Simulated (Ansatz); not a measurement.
SiC in space group P-6m2 (No. 187; Si on 1a, C on 1f), r²SCAN (plane waves, PAW; program Ansatz), all energies at zero smearing, with the estimated change up to a 700 eV cutoff added, with one set of potentials and settings (totals compare only within such a set). Cell of 2 atoms (1 Si, 1 C): -888.390 eV.

```csv
element,reference phase,E (eV/atom)
Si,"Fd-3m, 2 atoms in the cell",-639.0667
C,"P6_3/mmc, 4 atoms in the cell",-251.6711
```

Formation energy per atom, worked out: (-888.390 − 1×(-639.0667) − 1×(-251.6711))/2 = 1.174 eV/atom (113 kJ per mol of atoms), at 0 K, without zero-point energy or fitted corrections.

The cell is a constructed one: a structure type filled with these elements; neither database checked (COD, Materials Project) lists it. It is not the phase usual at ambient conditions (space group No. 186, 216). The r²SCAN relaxation kept the symmetry of its start. At this level the phase is mechanically unstable. The references are the lowest solids computed at this level, not always the standard phases.

Potentials: the later of the program's two PAW sets.
